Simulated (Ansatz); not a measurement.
# Property card for RbP$_{2}$Ru$_{2}$

RbP2Ru2:
Space group I4/mmm (No. 139); a = 4.0298 Å, b = 4.0298 Å, c = 13.2138 Å, α = 90.00°, β = 90.00°, γ = 90.00°

| atom | site | symmetry | x | y | z |
|---|---|---|---|---|---|
| Rb | 2a | 4/mmm | 0.0000 | 0.0000 | 0.0000 |
| P | 4e | 4mm | 0.0000 | 0.0000 | 0.3337 |
| Ru | 4d | -4m2 | 0.0000 | 0.5000 | 0.2500 |
(The calculation used a cell of 5 atoms; values per cell refer to that cell.)

Space group I4/mmm (No. 139); conventional cell a = b = 4.0298 Å, c = 13.2138 Å, α = β = γ = 90.00°.

Method: DFT-r²SCAN in the program Ansatz with PAW potentials. Geometry: relaxed at this level of theory. Other levels are named where they apply.

Cell and energy:

| Item | Result |
|---|---|
| Volume per atom | 21.46 Å³ |
| Density | 5.41 g/cm³ |
| Formation energy from the elements (no fitted shifts) | -0.74 eV/atom |

Electronic structure:

| Property | Result |
|---|---|
| Electronic character | metallic (no gap) |
| Density of states at the Fermi level | 0.45 states/eV per atom (mean over ±0.08 eV) |

The workflow started from a Materials Project entry (that database holds measured and hypothetical structures alike); the Crystallography Open Database copy checked does not list it. Its standing as an ambient phase is unchecked. Symmetry was held in the r²SCAN relaxation; whether a distortion lowers the energy is not shown. No spin polarisation was allowed. The references are the lowest solids computed at this level, not always the standard phases. Scalar-relativistic: spin–orbit coupling is off unless named, which matters more the heavier the elements.

Potentials: the later of the program's two PAW sets.
